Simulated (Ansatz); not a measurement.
Here is the system:

Co$_{3}$Si:
```
CELL_PARAMETERS angstrom
      4.88929     0.00000     0.00000
     -2.44465     4.23425     0.00000
      0.00000     0.00000     3.90293
ATOMIC_POSITIONS crystal
  Co 0.16640 0.33280 0.75000
  Co 0.83360 0.66720 0.25000
  Co 0.83360 0.16640 0.25000
  Co 0.16640 0.83360 0.75000
  Co 0.66720 0.83360 0.75000
  Co 0.33280 0.16640 0.25000
  Si 0.66667 0.33333 0.75000
  Si 0.33333 0.66667 0.25000
```

This is the PBEsol-relaxed structure. Cartesian axes are those of the cell as given.

### Question
All from PBEsol in the plane-wave PAW code Ansatz, unless another level is named. Predict the highest zone-centre frequency.

### Answer
381 cm⁻¹.

### Question
And the Young's modulus?

### Answer
301 GPa.

### Question
Next, the elastic constants (relaxed ions, GPa)?

### Answer
C11 = 461, C12 = 186, C13 = 162, C33 = 516, C44 = 77.6.

Space group P6_3/mmc. The first step of the workflow began from a Materials Project structure, measured or hypothetical; the Crystallography Open Database copy checked does not list it. Whether it is the stable phase at ambient conditions was not checked. The cell was relaxed with PBEsol under the symmetry of its start; whether a distortion lowers the energy is not shown. No spin polarisation was allowed. As this level gives no gap, shear constants depend on the k-mesh and smearing (Fermi–Dirac, 0.1 eV here). As this level gives no gap, phonon frequencies hold no LO–TO term and depend on the k-mesh and smearing (Fermi–Dirac, 0.1 eV here). On the denser mesh and wider smearing of the elastic run this cell carries a stress of 0.5 GPa.

Potentials: the later of the program's two PAW sets.
